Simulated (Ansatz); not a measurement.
Mg3ZnO4 in space group Pm-3m (No. 221; Mg on 3c, Zn on 1a, O on 3d, O on 1b), DFT-LDA in the program Ansatz with PAW potentials. The conduction-band minimum lies at Γ, with 1 equivalent valley. Second derivatives d²E/dk² of the lowest band at one valley (eV·Å²), along Cartesian directions:

| direction | d²E/dk² |
|---|---|
| [100] | 26.11 |
| [010] | 26.11 |
| [001] | 26.11 |
| [110] | 26.11 |
| [101] | 26.11 |
| [011] | 26.11 |

Q: Find the principal effective masses, the density-of-states mass and the conductivity mass.

A: Off-diagonal terms follow from H_xy = H[110] − (H_xx + H_yy)/2, and m*/mₑ = 7.620 eV·Å² over each eigenvalue: 0.29, 0.29, 0.29. One valley's DOS mass (m₁m₂m₃)^(1/3) = 0.29, conductivity mass 3/(Σ 1/mᵢ) = 0.29 mₑ.

Q: What effective density of states Nc follows at 300 K for parabolic valleys?

A: Nc = 2.509e19 × 1 × (0.29)^(3/2) ≈ 3.9e18 cm⁻³.

Q: With the computed static dielectric constant 12.4 (mean of the diagonal), estimate a hydrogenic donor's binding energy and radius.

A: E = 13.606 eV × 0.29/12.4² ≈ 26 meV; a = 0.529 Å × ε/m* ≈ 23 Å. Semilocal masses tend to be too small where the gap is.

The first step of the workflow began from a Materials Project structure, measured or hypothetical; the Crystallography Open Database copy checked does not list it. With Mg and Zn taken as one species the cell has the higher symmetry Fm-3m, so it may be an ordered model of a mixed-site phase. Its standing as an ambient phase is unchecked. The cell was relaxed with LDA under the symmetry of its start; phonons on a q-mesh show no instability.

Potentials: the later of the program's two PAW sets.
